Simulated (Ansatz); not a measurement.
GaP:
```cif
data_Ga2P2
_chemical_formula_sum 'Ga2 P2'
_space_group_name_H-M_alt 'P63mc'
_space_group_IT_number 186
_space_group_name_Hall 'P 6c -2c'
_cell_length_a 3.79883
_cell_length_b 3.79883
_cell_length_c 6.26574
_cell_angle_alpha 90.000
_cell_angle_beta 90.000
_cell_angle_gamma 120.000
loop_
_atom_site_label
_atom_site_type_symbol
_atom_site_symmetry_multiplicity
_atom_site_Wyckoff_symbol
_atom_site_fract_x
_atom_site_fract_y
_atom_site_fract_z
_atom_site_occupancy
Ga1 Ga 2 b 0.33333 0.66667 0.00013 1
P1 P 2 b 0.33333 0.66667 0.37387 1
```

Relaxed with LDA.

Q: Give the optical modes at the zone centre with their infrared and Raman activity from DFPT, plane-wave PAW LDA (Ansatz code).

A: Transverse frequencies, without the LO–TO term; a row sums one degenerate level.

| ω (cm⁻¹) | degeneracy | IR ((D/Å)²/amu) | Raman (Å⁴/amu) | activity | symmetry |
|---|---|---|---|---|---|
| 75 | 2 | 0.00 | 0.47 | Raman | E2 |
| 233 | 1 | 0.00 | 0 | silent | B1 |
| 357 | 2 | 0.00 | 76 | Raman | E2 |
| 363 | 1 | 9.49 | 120 | IR+Raman | A1 |
| 366 | 2 | 16.02 | 12 | IR+Raman | E1 |
| 374 | 1 | 0.00 | 0 | silent | B1 |

Q: How high does the top mode go among those that the LO–TO term moves?

A: 394 cm⁻¹ for q along x, 394 cm⁻¹ for q along y, 394 cm⁻¹ for q along z.

Space group P6_3mc (wurtzite). The workflow started from a Materials Project entry (that database holds measured and hypothetical structures alike); the Crystallography Open Database copy checked does not list it. It is not the phase usual at ambient conditions (space group No. 216). The cell was relaxed with LDA under the symmetry of its start; whether a distortion lowers the energy is not shown. Spin–orbit coupling is left out wherever it is not named.

Potentials: the later of the program's two PAW sets.
